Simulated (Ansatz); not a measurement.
Given:

Zn (hcp, Mg type)

```yaml
crystal:
  lattice:
    - [2.62220, 0.00000, 0.00000]
    - [-1.31110, 2.27089, 0.00000]
    - [0.00000, 0.00000, 5.19319]
  atoms:
    - { symbol: Zn, position: [0.33333, 0.66667, 0.75000] }
    - { symbol: Zn, position: [0.66667, 0.33333, 0.25000] }
```

The atoms are displaced by Q × the pattern below (from a DFPT mode at Γ, largest move 1; Q in Å), at fixed cell.

```tsv
atom	x	y	z
Zn1	0.000	0.000	-1.000
Zn2	0.000	0.000	1.000
```

Calculation: PBE (plane waves to 420 eV, PAW, scalar-relativistic; Ansatz, a quantum-chemistry and plane-wave program). k mesh 20×20×9 (Γ-centred), Fermi-Dirac smearing 0.05 eV. E stands for the smeared free energy. With partly filled bands, energies and forces of such displacements shift with the k mesh and the smearing. The PAW data are Ansatz's earlier set. Zn was relaxed with its symmetry unable to fall. ΔE is measured from the undisplaced structure.

The scan covers Q from -0.180 to 0.180 Å in 13 points.

Problem. Is the energy the same for equal positive and negative displacements?

Solution. Even: the same for both signs.

Problem. Which space group does the distorted structure have?

Solution. P-3m1 (No. 164), lowered from P6_3/mmc.

Problem. What is the energy change at Q = 0.180 Å?

Solution. 122 meV/cell.

Problem. What harmonic wavenumber does the curvature at Q = 0 give?

Solution. 114 cm⁻¹.

(For displaced atoms, the force is minus the slope of the energy, and its curvature is a force constant, which sets phonon frequencies.)
